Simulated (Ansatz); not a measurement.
Li₃Sn in space group Fm-3m (No. 225; Li on 8c, Li on 4b, Sn on 4a), DFT-PBE in the program Ansatz with PAW potentials, all energies at zero smearing, with the estimated change up to a 700 eV cutoff added, with one set of potentials and settings (totals compare only within such a set). Cell of 4 atoms (3 Li, 1 Sn): -6639.836 eV.

```json
[
 {"element": "Li", "reference phase": "Fm-3m, 1 atoms in the cell", "E (eV/atom)": "-204.6902"},
 {"element": "Sn", "reference phase": "Fd-3m, 2 atoms in the cell", "E (eV/atom)": "-6024.2128"}
]
```

Formation energy per atom, worked out: (-6639.836 − 3×(-204.6902) − 1×(-6024.2128))/4 = -0.388 eV/atom (-37 kJ per mol of atoms), at 0 K, without zero-point energy or fitted corrections.

The first step of the workflow began from a Materials Project structure, measured or hypothetical; the Crystallography Open Database copy checked does not list it. With Li and Sn taken as one species the cell has the higher symmetry Im-3m, so it may be an ordered model of a mixed-site phase. Whether it is the stable phase at ambient conditions was not checked. The PBE relaxation kept the symmetry of its start; of distortions, only those at the zone centre were tested. The references are the lowest solids computed at this level, not always the standard phases. Spin–orbit coupling is left out wherever it is not named.

Potentials: the later of the program's two PAW sets.
